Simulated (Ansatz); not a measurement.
Ansatz input

```yaml
crystal:
  lattice:
    - [2.5119718577, 0.0, 0.0]
    - [-1.2559859289, 2.1754314424, 0.0]
    - [0.0, 0.0, 8.1466580541]
  atoms:
    - { symbol: Co, position: [0.0, 0.0, 0.0], spin: 1.75 }
    - { symbol: Co, position: [0.0, 0.0, 0.5], spin: 1.75 }
    - { symbol: Co, position: [0.3333333333, 0.6666666667, 0.25], spin: 1.769 }
    - { symbol: Co, position: [0.6666666667, 0.3333333333, 0.75], spin: 1.769 }
hamiltonian:
  xc: revpbe
  pseudopotentials:
    kind: paw
    azcp:
      Co: "pseudopotentials/Co.paw.azcp"
basis:
  ecutwfc: 420
  fft_grid_basis: typed
kpoints:
  mp_grid: { grid: [19, 19, 5], shift: [0, 0, 0] }
magnetization:
  spin_polarized: true
scf:
  occupations: { method: fermi_dirac, width: 0.05 }
```

and its output:

```
Engine: ansatz 0.2.0, aarch64-unknown-linux-gnu
Pseudopotentials: kind: paw
Pseudopotential: Co, paw, valence charge 17, recommended cutoff 420 eV (normal) 
Functional definition: revPBE
  parameter kappa = 1.245
  parameter beta = 0.06672455060314922
  exchange = pbe_x(kappa = kappa, mu = beta*pi^2/3)
  correlation = pbe_c(beta = beta)
Crystal: 4 atoms, lattice volume = 44.518 Å³
Basis set: ecut = 420 eV, 873 PW (Γ)
Bands: 46, of which v1, the nominal top of the filled ones, is band 34 counted from 1 (33 counted from 0)
Symmetry: 24 space group operations
Space group: P63/mmc (ITA 194), of the structure as read, at distance tolerance 3.5e-5 Å
Magnetic group: BNS 194.263 (UNI 1493), of the structure as read, at distance tolerance 3.5e-5 Å
k-points: 120 of 1805
Non-local potential: Co, projectors of the file, l = 0: 3, l = 1: 2, l = 2: 3, l = 3: 1
PAW form: soft (Blöchl's): semilocal exchange-correlation on the pseudo side does not see the compensation charge
PAW frozen core: Co, regenerated for the run's functional, and the local potential with it (the file was generated under x = pbe(κ = 0.804, μ = 0.2195149727645171), c = pbe(β = 0.06672455060314922))
PAW one-centre angular grid: Co, 590 points (default); XC on 64 Gauss nodes
Initial density: superposition of atomic densities (chi_scale 0.1, normalization cell)
Starting moments: Σ|m| = 7.038 μB on 4 of 4 sites
Initial wavefunctions: pseudopotential atomic-orbital guess
Functional: x = revpbe(κ = 1.245, μ = 0.2195149727645171), c = pbe(β = 0.06672455060314922)
SCF iter   1: F=—  HF=-20517.238846 eV  |F-HF|=—  |Δ(HF+E_count)|=         —  Δρ=1.07e-1 (↑1.82e-2 ↓1.07e-1)  dr2=4.01e0  dr2_m=8.33e-1  M=7.030 μB ∫|m|=7.328 μB  β_m=0.30  ethr=3.10e-3  ⟨swp⟩=5.7  Hψ=36576  notcnv=0  defer=33
Mixer restart at iter 1: flushing history
spin=Collinear: Kerker preconditioning applied to the charge; magnetization (m = ρ↑ − ρ↓) channel mixes plain (no charge-response kernel on spin).
SCF iter   2: F=—  HF=-20516.060799 eV  |F-HF|=—  |Δ(HF+E_count)|=    1.18e0  Δρ=4.96e-2 (↑2.69e-2 ↓4.96e-2)  dr2=2.66e-1  dr2_m=5.72e-1  M=7.039 μB ∫|m|=7.429 μB  β_m=0.40  ethr=3.10e-3  ⟨swp⟩=2.4  Hψ=18014  notcnv=0  defer=841
SCF iter   3: F=—  HF=-20517.380461 eV  |F-HF|=—  |Δ(HF+E_count)|=    1.32e0  Δρ=2.43e-2 (↑2.43e-2 ↓1.36e-2)  dr2=3.00e-2  dr2_m=1.37e-1  M=6.922 μB ∫|m|=7.433 μB  β_m=0.58  ethr=3.91e-4  ⟨swp⟩=2.4  Hψ=16657  notcnv=0  defer=842
SCF iter   4: F=—  HF=-20518.373249 eV  |F-HF|=—  |Δ(HF+E_count)|=   9.93e-1  Δρ=1.47e-2 (↑1.47e-2 ↓9.19e-3)  dr2=1.46e-1  dr2_m=4.90e-3  M=6.757 μB ∫|m|=7.388 μB  β_m=0.79  ethr=4.42e-5  ⟨swp⟩=2.2  Hψ=21515  notcnv=0  defer=847
SCF iter   5: F=—  HF=-20518.536197 eV  |F-HF|=—  |Δ(HF+E_count)|=   1.63e-1  Δρ=3.88e-3 (↑3.88e-3 ↓1.84e-3)  dr2=9.83e-3  dr2_m=9.42e-4  M=6.668 μB ∫|m|=7.356 μB  β_m=0.90  ethr=4.42e-5  ⟨swp⟩=2.0  Hψ=21889  notcnv=0  defer=784
SCF iter   6: F=—  HF=-20518.542906 eV  |F-HF|=—  |Δ(HF+E_count)|=   6.71e-3  Δρ=3.34e-3 (↑2.47e-3 ↓3.34e-3)  dr2=8.11e-3  dr2_m=1.17e-4  M=6.651 μB ∫|m|=7.360 μB  β_m=0.68  ethr=1.45e-5  ⟨swp⟩=2.0  Hψ=21827  notcnv=0  defer=740
SCF iter   7: F=—  HF=-20518.540718 eV  |F-HF|=—  |Δ(HF+E_count)|=   2.19e-3  Δρ=1.22e-3 (↑1.22e-3 ↓6.48e-4)  dr2=6.93e-4  dr2_m=3.96e-5  M=6.644 μB ∫|m|=7.362 μB  β_m=0.76  ethr=1.19e-5  ⟨swp⟩=2.0  Hψ=17084  notcnv=0  defer=751
SCF iter   8: F=—  HF=-20518.542005 eV  |F-HF|=—  |Δ(HF+E_count)|=   1.29e-3  Δρ=9.73e-5 (↑9.36e-5 ↓9.73e-5)  dr2=1.12e-5  dr2_m=3.14e-7  M=6.652 μB ∫|m|=7.366 μB  β_m=0.88  ethr=1.02e-6  ⟨swp⟩=2.0  Hψ=18841  notcnv=0  defer=737
SCF iter   9: F=—  HF=-20518.542014 eV  |F-HF|=—  |Δ(HF+E_count)|=   9.32e-6  Δρ=5.98e-5 (↑3.45e-5 ↓5.98e-5)  dr2=8.67e-7  dr2_m=6.86e-7  M=6.652 μB ∫|m|=7.366 μB  β_m=0.94  ethr=1.65e-8  ⟨swp⟩=2.0  Hψ=18841  notcnv=0  defer=737
SCF iter  10: F=—  HF=-20518.542014 eV  |F-HF|=—  |Δ(HF+E_count)|=   4.94e-7  Δρ=6.79e-5 (↑1.98e-5 ↓6.79e-5)  dr2=2.44e-6  dr2_m=3.04e-7  M=6.652 μB ∫|m|=7.366 μB  β_m=0.94  ethr=1.27e-9  ⟨swp⟩=1.1  Hψ=11202  notcnv=0  defer=737
SCF iter  11: F=—  HF=-20518.542015 eV  |F-HF|=—  |Δ(HF+E_count)|=   1.98e-7  Δρ=1.18e-5 (↑1.04e-5 ↓1.18e-5)  dr2=2.14e-7  dr2_m=6.55e-10  M=6.652 μB ∫|m|=7.366 μB  β_m=0.85  ethr=1.27e-9  ⟨swp⟩=2.0  Hψ=14612  notcnv=0  defer=737
SCF iter  12: F=—  HF=-20518.542015 eV  |F-HF|=—  |Δ(HF+E_count)|=   7.72e-8  Δρ=1.89e-5 (↑1.01e-5 ↓1.89e-5)  dr2=1.69e-7  dr2_m=2.08e-8  M=6.652 μB ∫|m|=7.366 μB  β_m=0.93  ethr=3.14e-10  ⟨swp⟩=2.0  Hψ=19280  notcnv=0  defer=737
SCF iter  13: F=—  HF=-20518.542015 eV  |F-HF|=—  |Δ(HF+E_count)|=   2.30e-8  Δρ=1.16e-5 (↑2.08e-6 ↓1.16e-5)  dr2=5.32e-8  dr2_m=1.01e-8  M=6.652 μB ∫|m|=7.366 μB  β_m=0.96  ethr=2.48e-10  ⟨swp⟩=2.0  Hψ=14141  notcnv=0  defer=737
SCF iter  14: F=-20518.542015 eV  HF=-20518.542015 eV  |F-HF|=8.28e-8  |Δ(HF+E_count)|=   1.26e-8  Δρ=1.32e-5 (↑2.89e-6 ↓1.32e-5)  dr2=9.65e-8  dr2_m=1.19e-8  M=6.652 μB ∫|m|=7.366 μB  ethr=7.82e-11  ⟨swp⟩=1.0  Hψ=24756  notcnv=0
SCF 1 converged in 14 iterations: F = -20518.542015 eV  dr2 = 9.65e-8
SCF converged after 14 iterations
Magnetization: 6.6524 μB (37.3262 up, 30.6738 down)
Absolute magnetization: 7.3687 μB (∫|ρ↑−ρ↓|, with the PAW one-centre terms)
Spin contamination: 0.1285 ħ² per cell (⟨S²⟩ above its minimum at these occupations)
Per-site moments (μB) at R_I (Å): [(1.7360897195578426, 1.0313602590942752), (1.7360897195578429, 1.0313602590942752), (1.7527816608467894, 1.0313602590942752), (1.7527816608467903, 1.0313602590942752)]
Free energy (F): -20518.542015 eV
Harris-Foulkes:  -20518.542015 eV  (|F-HF|=8.28e-8)
Internal energy: -20518.512929 eV  (E = F + TS)
E sigma→0 (E₀):  -20518.527472 eV
Entropy (-TS):   -0.029085 eV (-7.271 meV/atom)
Fermi energy:    18.311860 eV
--- Per-component energies (eV) ---
  E_band       = -1008.115246
  E_kinetic    = 1810.858879
  E_local      = -11472.750077  (includes V_loc(G=0)·N_el)
  E_nonlocal   = 1814.877955
  E_hartree    = 4805.160487
  E_xc         = -635.504075
  E_vxc        = -819.071655  (∫ρ·V_xc dr)
  E_paw        = -6074.377772  (= ΣΔE_a)
  E_vpaw       = -1952.339356  (= ΣTr[D̂ρ^β])
  E_aug_tail   = 0.000360  (compensation charges beyond the density's cutoff)
  E_ewald      = -10766.646869
  E_core_change = -0.131816  (= ΣΔE_core)
  E_smearing   = -0.029085  (= −TS)
  E_closure    = 0.000000  (closes the sum)
  Σ components = -20518.542015   (vs F -20518.542015, Δ=0.00e0)
```
